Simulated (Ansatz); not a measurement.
Values for one crystal, relaxed and computed with LDA in the plane-wave PAW code Ansatz; other levels are named.

| Item | Value |
|---|---|
| Volume per atom | 29.15 Å³ |
| Band gap | 1.25 eV (direct) |
| Mechanical stability | stable (all eigenvalues of C positive) |
| Elastic constants (relaxed ions, GPa) | C11 = 44.0, C12 = 28.6, C13 = 11.7, C33 = 31.5, C44 = 7.2 |
| Zone-centre stability | no imaginary mode at Γ |
| Electron effective mass | 0.15, 0.20, 0.20 mₑ (principal values) |
| Poisson's ratio | 0.34 |

Which of these materials gives this?
A. InP, zinc blende
B. AgI, P6_3mc (Ag on 2a, Ag on 2b, I on 2a, I on 2b)
C. TiO2, anatase
D. ZnSe, zinc blende

B, AgI, P6_3mc (Ag on 2a, Ag on 2b, I on 2a, I on 2b)

The workflow started from a Materials Project entry (that database holds measured and hypothetical structures alike). Its sites differ from those of the usual phase in this space group: another stacking or structure type. The cell was relaxed with LDA under the symmetry of its start. The run is not spin-polarised. A crystal of weakly bound layers computed without a dispersion correction: the cell and the soft elastic constants depend strongly on that. Spin–orbit coupling is left out wherever it is not named.

Potentials: the earlier of the program's two PAW sets.
